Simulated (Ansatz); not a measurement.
B (space group R-3m)

```
B
1.0
    2.42047     1.39746     4.13138
   -2.42047     1.39746     4.13138
    0.00000    -2.79491     4.13138
B
12
Direct
  0.01046   0.65431   0.01046
  0.98954   0.34569   0.98954
  0.01046   0.01046   0.65431
  0.98954   0.98954   0.34569
  0.65431   0.01046   0.01046
  0.34569   0.98954   0.98954
  0.22147   0.62999   0.22147
  0.77853   0.37001   0.77853
  0.22147   0.22147   0.62999
  0.77853   0.77853   0.37001
  0.62999   0.22147   0.22147
  0.37001   0.77853   0.77853
```

A phonon eigenvector at Γ is frozen into this cell: atom i moves by Q times the vector below, so Q is the largest atomic displacement, in Å. The cell is held.

```json
[
 {"atom": "B1", "x": "-0.866", "y": "0.500", "z": "0.025"},
 {"atom": "B2", "x": "-0.866", "y": "0.500", "z": "0.025"},
 {"atom": "B3", "x": "0.000", "y": "-1.000", "z": "0.025"},
 {"atom": "B4", "x": "0.000", "y": "-1.000", "z": "0.025"},
 {"atom": "B5", "x": "0.866", "y": "0.500", "z": "0.025"},
 {"atom": "B6", "x": "0.866", "y": "0.500", "z": "0.025"},
 {"atom": "B7", "x": "0.148", "y": "-0.086", "z": "-0.025"},
 {"atom": "B8", "x": "0.148", "y": "-0.086", "z": "-0.025"},
 {"atom": "B9", "x": "0.000", "y": "0.171", "z": "-0.025"},
 {"atom": "B10", "x": "0.000", "y": "0.171", "z": "-0.025"},
 {"atom": "B11", "x": "-0.148", "y": "-0.086", "z": "-0.025"},
 {"atom": "B12", "x": "-0.148", "y": "-0.086", "z": "-0.025"}
]
```

Level of theory: LDA (plane waves to 420 eV, PAW, scalar-relativistic; Ansatz, a program for electronic structure). k mesh 7×7×7 (Γ-centred), Fermi-Dirac smearing 0.05 eV. E stands for the smeared free energy. Compression counts positive. B was relaxed with its symmetry unable to fall. The zero of ΔE is the undisplaced structure.

Problem. Estimate the ΔE (meV/cell) and P (GPa) for Q (Å) = -0.100, -0.067, -0.033, 0.067, 0.083, 0.100.

Solution. 
```csv
Q (Å),ΔE (meV/cell),P (GPa)
-0.100,1172,3.89
-0.067,509,1.71
-0.033,126,0.43
0.067,509,1.71
0.083,804,2.69
0.100,1172,3.89
```

(A displaced cell: forces are minus the slopes of the energy, force constants its curvatures, and phonons follow from these.)
